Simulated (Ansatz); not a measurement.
# Phonons of Gd2SO2 (Ce2O2S-type structure)

Computed with Ansatz (plane waves, PAW, 420 eV cutoff): PBEsol, scalar-relativistic, collinear spin, Gaussian smearing of 0.05 eV; PAW files: Ansatz's generated set soft_2.

```
Gd O S
1.0
     3.81793    0.00000    0.00000
    -1.90897    3.30643    0.00000
     0.00000    0.00000    6.59457
Gd O S
2 2 1
Direct
  0.33333 0.66667 0.28074
  0.66667 0.33333 0.71926
  0.33333 0.66667 0.62948
  0.66667 0.33333 0.37052
  0.00000 0.00000 0.00000
```

The start was a prototype's sites filled with these elements; the Crystallography Open Database holds the compound in this structure.

Moments typed, the run going on from the state of an earlier one (μB, in the order of the atoms): 7.46, 7.46, 0.0, 0.0, 0.0.

The spin moment ends at 14.00 μB for each cell as shown.

Force constants come from finite displacements in a 2×2×1 supercell (the unit cell's 8×8×4 k-mesh, folded to it); the long-range dipole term is not included. Points in reciprocal vectors of this cell: Γ = (0.000, 0.000, 0.000), M = (0.500, 0.000, 0.000), K = (0.333, 0.333, 0.000), A = (0.000, 0.000, 0.500), L = (0.500, 0.000, 0.500), H = (0.333, 0.333, 0.500).

The supercell isn't repeated along every axis, so wave vectors with a part along such an axis can't be had from it and are left out, and thermodynamic sums miss that dispersion.

Question: Is the structure dynamically stable along this path, and where does the spectrum end?

Answer: Yes: no branch is imaginary beyond numerical noise. The highest frequency is 511 cm⁻¹, at M. Points that don't fit the supercell are interpolated. The crystal has a gap, so without the dipole term Γ lacks its LO–TO splitting and the top of the spectrum may be off.

Frequencies at the named points (cm⁻¹, imaginary ones negative):
```
point                                                     ω (cm⁻¹)
    Γ        0 0 0 104 104 189 202 202 240 352 352 414 414 423 434
    M   92 116 120 120 180 190 215 231 247 313 339 354 417 474 511
    K  112 112 130 169 169 173 230 230 230 322 322 371 466 471 471
```

Question: What does the harmonic approximation give for the vibrational free energy, entropy and heat capacity?

Answer: Zero-point energy 47.7 meV/atom.
| T (K) | F_vib (meV/atom) | S (J/K per mole of atoms) | C_V (J/K per mole of atoms) |
| --- | --- | --- | --- |
| 100 | 45.1 | 7.0 | 10.9 |
| 200 | 32.3 | 17.3 | 18.5 |
| 300 | 10.0 | 25.5 | 21.6 |
| 400 | -19.9 | 31.9 | 22.9 |
| 500 | -55.8 | 37.1 | 23.6 |
| 600 | -96.6 | 41.4 | 24.0 |
| 700 | -141.5 | 45.2 | 24.2 |
| 800 | -190.0 | 48.4 | 24.4 |
| 900 | -241.7 | 51.3 | 24.5 |
| 1000 | -296.2 | 53.9 | 24.6 |

The highest mode, 511 cm⁻¹, is worth 740 K. At 300 K the heat capacity has reached 86 % of the classical limit 3R = 24.9 J/K per mole of atoms, since the stiffer modes are still partly frozen out.

It ran for 7.2 min on 4 threads of AMD EPYC 7R43 64-Core Processor (Zen 3), with other jobs on the host, peak memory 2.8 GiB.

Semilocal functionals without a U place occupied f levels too high and empty ones too low, so gaps that touch them come out too small. No spin–orbit coupling, a notable omission for heavy elements. Site moments are of spin, integrated over atomic spheres. Only parallel moments were tried, so the real magnetic order may be another.
